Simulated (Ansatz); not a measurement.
# Beta-gallia alloy of Ga2O3 and Al2O3 (18 of 48 Ga sites exchanged), 120 atoms

Ansatz, PAW, plane waves. PBEsol relaxation of cell lengths and atoms (angles held) at the single k point (¼, ¼, ¼) without its symmetry partners; single points on the relaxed atoms at the single k point (¼, ¼, ¼) without its symmetry partners, onto which points of the small cell's zone fold. Arrangement: random. No spin–orbit coupling unless named.

Relaxed structure:

```
Al Ga O
1.0
    12.10927    0.00000   -0.00997
     0.00000    8.99502    0.00000
    -2.74100    0.00000   11.15735
Al Ga O
18 30 72
Direct
  0.41180 0.16825 0.10277
  0.40969 0.83345 0.60158
  0.15835 0.50226 0.15637
  0.15828 0.83162 0.15773
  0.09023 0.99865 0.89762
  0.09160 0.33459 0.89787
  0.08963 0.66563 0.39578
  0.09175 0.66696 0.90008
  0.91241 0.66583 0.10467
  0.65806 0.33482 0.16034
  0.65857 0.33408 0.65780
  0.65985 0.66487 0.15682
  0.65712 0.66626 0.66085
  0.34186 0.99906 0.33967
  0.34070 0.33262 0.84336
  0.58985 0.16762 0.39701
  0.59251 0.83135 0.89802
  0.84031 0.50128 0.33669
  0.40834 0.16667 0.60063
  0.41181 0.49815 0.10322
  0.41248 0.50112 0.60446
  0.41085 0.83277 0.10422
  0.16029 0.16669 0.15269
  0.15904 0.16732 0.66047
  0.15954 0.50121 0.65810
  0.15979 0.83178 0.65762
  0.09307 0.99898 0.39692
  0.08945 0.33653 0.39624
  0.91219 0.99758 0.10319
  0.90789 0.99976 0.60092
  0.91068 0.33667 0.10392
  0.90660 0.33511 0.59930
  0.90569 0.66574 0.59900
  0.65770 0.99877 0.15346
  0.65693 0.00142 0.65575
  0.34344 0.00175 0.84516
  0.34154 0.33337 0.34151
  0.33980 0.66873 0.34414
  0.34264 0.66573 0.84339
  0.59065 0.16832 0.89809
  0.59437 0.49956 0.39924
  0.59041 0.49949 0.89890
  0.59055 0.83451 0.39775
  0.83878 0.16878 0.34199
  0.84376 0.16745 0.84217
  0.84379 0.50145 0.84247
  0.84100 0.83141 0.34084
  0.84274 0.83121 0.84360
  0.33409 0.16101 0.44094
  0.34018 0.17257 0.94965
  0.33369 0.49982 0.44654
  0.33662 0.49479 0.94484
  0.34072 0.84054 0.44722
  0.33320 0.83304 0.94633
  0.32891 0.16123 0.21425
  0.32923 0.17157 0.72258
  0.32231 0.50131 0.21508
  0.32841 0.49533 0.72136
  0.32391 0.83737 0.21825
  0.32894 0.83221 0.71492
  0.00282 0.16627 0.37189
  0.01080 0.16709 0.87461
  0.00088 0.50644 0.37062
  0.01017 0.50061 0.87261
  0.00554 0.82844 0.37338
  0.00906 0.83244 0.87225
  0.15848 0.99237 0.05185
  0.16763 0.00105 0.55594
  0.16052 0.34047 0.05190
  0.16622 0.33342 0.55481
  0.16019 0.66759 0.05526
  0.16337 0.66583 0.54910
  0.82881 0.99920 0.44390
  0.83409 0.99998 0.94560
  0.83394 0.34216 0.44092
  0.83581 0.33452 0.94518
  0.83204 0.66017 0.44001
  0.84105 0.66554 0.95122
  0.17652 0.99413 0.28011
  0.17250 0.00049 0.78588
  0.17198 0.33899 0.27777
  0.17597 0.33253 0.78836
  0.16965 0.66777 0.28115
  0.17188 0.66681 0.78496
  0.82598 0.99931 0.21793
  0.82609 0.00015 0.71917
  0.82407 0.33970 0.21798
  0.82290 0.33366 0.71574
  0.82586 0.66076 0.21256
  0.82297 0.66629 0.71716
  0.49474 0.00517 0.12649
  0.49380 0.99550 0.62883
  0.49887 0.32797 0.13096
  0.50021 0.33244 0.62756
  0.50088 0.66605 0.12927
  0.49723 0.67328 0.62765
  0.50346 0.00581 0.37101
  0.50865 0.99406 0.87515
  0.50567 0.33010 0.37214
  0.49898 0.33372 0.87055
  0.50294 0.66559 0.37023
  0.50602 0.67157 0.87280
  0.66589 0.17410 0.05727
  0.66095 0.17263 0.55114
  0.66138 0.49801 0.05854
  0.66273 0.50146 0.55995
  0.66268 0.82613 0.05183
  0.66504 0.82772 0.55720
  0.67003 0.17344 0.28293
  0.67167 0.17254 0.77850
  0.67476 0.50079 0.27859
  0.67082 0.50045 0.77858
  0.67140 0.82731 0.27711
  0.67149 0.82622 0.78397
  0.99740 0.16738 0.13034
  0.99511 0.16779 0.62743
  0.99907 0.50565 0.12955
  0.99648 0.50056 0.62947
  0.99821 0.82719 0.13079
  0.99541 0.83227 0.62623
```

(1) What are the mean bond lengths by pair (pairs within 1.2 times the sum of covalent radii, less contacts 15 % beyond the pair's median; cation–cation pairs of compounds aside; long ionic contacts are cut short by that bound)?

(2) What gap lies between the top filled and the lowest empty level in the single points?

Answers

(1) Al–O 1.873 ± 0.088 Å (standard deviation, 90 bonds); Ga–O 1.937 ± 0.091 Å (standard deviation, 150 bonds).

(2) HSE06 5.64 eV (62 s on NVIDIA GB300). Away from Γ this isn't the crystal's band gap.
